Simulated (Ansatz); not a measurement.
Task: Band gap from PBE minus that from HSE06 (eV), each on its own relaxed cell (Ansatz, an electronic-structure program, plane waves, PAW; no spin–orbit coupling, no Hubbard U), over 14 phases of the class «phosphides, arsenides and antimonides»: what sign and size do you expect?

Result: Mean -0.67 eV, median -0.64 eV, mean absolute 0.67 eV; eight in ten lie between -0.88 and -0.51 eV, and 0 % are above zero.

Some cases that may be named, with their rank among the 14 from the lowest: GaAs, zinc blende -1.13 eV (rank 1); InP, zinc blende -0.93 eV (rank 2); AlP, zinc blende -0.65 eV (rank 7); BAs, zinc blende -0.62 eV (rank 9); InAs, zinc blende -0.36 eV (rank 14).

The phases are those computed here (of each formula those with measured values and the lowest at some level), not a balanced benchmark, and neither functional is the truth. Pairs that end in unlike spin orders or unlike minima (c/a over 6 % apart, 30 % for weakly bound crystals), magnets with 4f shells, solids of gases and phases set aside for tests are left out.

All cells were relaxed under the symmetry of their starts (and spin orders); stability against distortions was not tested throughout. Spin–orbit coupling is left out wherever it is not named.

Potentials: the later of the program's two PAW sets.

Ansatz is a plane-wave DFT program.
